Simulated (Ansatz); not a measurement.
Data:

MoPt:
```
CELL_PARAMETERS angstrom
      3.17621     0.00000     0.00000
      0.00000     3.17621     0.00000
      0.00000     0.00000     3.17621
ATOMIC_POSITIONS crystal
  Pt 0.00000 0.00000 0.00000
  Mo 0.50000 0.50000 0.50000
```

This is the PBE-relaxed structure.

All from PBE (plane waves, PAW; program Ansatz), unless another level is named. Estimate the density of states at the Fermi level.

1.6 states/eV per atom (mean over ±0.08 eV).

What about the formation energy from the elements (no fitted shifts)?

0.23 eV/atom.

Next, the gap with spin–orbit coupling?

none (metallic).

Space group Pm-3m (CsCl type). The start of the workflow was typed in or built on a structure type; neither database checked (COD, Materials Project) lists it. Its standing as an ambient phase is unchecked. The PBE relaxation kept the symmetry of its start; its stability against distortions is not shown here. The run is not spin-polarised. Its formation energy is positive at this level, so the cell may be metastable or incomplete. The references are the lowest solids computed at this level, not always the standard phases. Scalar-relativistic: spin–orbit coupling is off unless named, which matters more the heavier the elements.

Potentials: the earlier of the program's two PAW sets.
